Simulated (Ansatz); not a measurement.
Task: Name crystals whose computed values (the program Ansatz at the PBEsol level (PAW)) fall in these windows: G_Hill (GPa) 47 to 65; highest Γ mode, no LO–TO term (cm⁻¹) 200 to 270.

Result: 

```tsv
crystal	G_Hill (GPa)	highest Γ mode, no LO–TO term (cm⁻¹)
CoTe, NiAs type	58.6	241
ScCo, CsCl type	59.6	221
CdO, rock salt	48.5	253
NiSb, NiAs type	56.9	266
InPd3, Cu3Au type	49.2	205
```
Others may fit too.

Standing as an ambient phase not checked: CoTe, NiAs type; ScCo, CsCl type; InPd3, Cu3Au type. Began spin-polarised and lost the moments: ScCo, CsCl type; NiSb, NiAs type. Perhaps ordered models of mixed-site phases: InPd3, Cu3Au type. All cells were relaxed under the symmetry of their starts (and spin orders); stability against distortions was not tested throughout. Rows with no word on spin ran without spin polarisation. Scalar-relativistic: spin–orbit coupling is off unless named, which matters more the heavier the elements.

Potentials: the later of the program's two PAW sets.
